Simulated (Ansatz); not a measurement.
CuAu (CuAu type, space group P4/mmm)

```
CELL_PARAMETERS angstrom
      2.88152     0.00000     0.00000
      0.00000     2.88152     0.00000
      0.00000     0.00000     3.61476
ATOMIC_POSITIONS crystal
  Cu 0.50000 0.50000 0.50000
  Au 0.00000 0.00000 0.00000
```

The volume is varied about the relaxed value V₀ at fixed cell shape. Symmetry pins the atoms to their sites.

Level of theory: PBE (plane waves to 420 eV, PAW, scalar-relativistic; Ansatz, an electronic-structure program). k mesh 16×16×13 (Γ-centred), Fermi-Dirac smearing 0.05 eV. Compression counts positive. CuAu is run without spin polarisation. CuAu was relaxed with its symmetry unable to fall. Spin-orbit coupling is left out, though Au is heavy.

At one point of the scan the stress tensor (GPa) is:

```
   10.4      0.0      0.0
    0.0     10.4      0.0
    0.0      0.0     10.1
```

**Question.** Which point is it?
A) V/V₀ = 0.940
B) V/V₀ = 0.970
C) V/V₀ = 0.985
D) V/V₀ = 0.955

**Answer.** A, V/V₀ = 0.940

(A scan under strain: stresses follow from slopes of the energy per volume, elastic moduli from its curvatures.)
